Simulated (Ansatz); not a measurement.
# MgCd₃O₄: relaxed-ion elastic tensor

Theory: DFT PBE, scalar-relativistic, plane waves, PAW in Ansatz. Settings: 420 eV plane-wave cutoff, Γ-centred 8×8×12 mesh, Fermi-Dirac smearing of 0.15 eV. No spin polarisation.

Relaxed structure:
```
CELL_PARAMETERS angstrom
3.29957 -4.67015 0.00000
3.29957 4.67015 0.00000
0.00000 0.00000 3.28631
ATOMIC_POSITIONS crystal
Mg 0.50000 0.50000 0.50000
Cd 0.00000 0.50000 0.00000
Cd 0.00000 0.00000 0.50000
Cd 0.50000 0.00000 0.00000
O 0.73168 0.73168 0.00000
O 0.73576 0.26424 0.50000
O 0.26424 0.73576 0.50000
O 0.26832 0.26832 0.00000
```

It was reached by relaxing an invented guess, and it needn't be the stable form of this composition. In a metal, frequencies and elastic constants depend on the k mesh and the smearing, soft modes and shear constants most. A semilocal functional can close a gap that the real compound has.

Task: Give the relaxed-ion elastic constants (GPa, Voigt order xx yy zz yz xz xy, on the Cartesian axes of the cell above).

Result:
C11 = 198.4, C12 = 109.8, C13 = 87.6, C22 = 179.9, C23 = 94.4, C33 = 202.5, C44 = 56.8, C55 = 42.1, C66 = 59.0 GPa; the others vanish.

Task: Is the crystal stable against homogeneous strain?

Result: Yes: the least eigenvalue of the tensor is 42.1 GPa.

Task: And the moduli of a polycrystal (Hill averages)?

Result: B = 129 GPa, G = 50 GPa, E = 133 GPa, ν = 0.33.
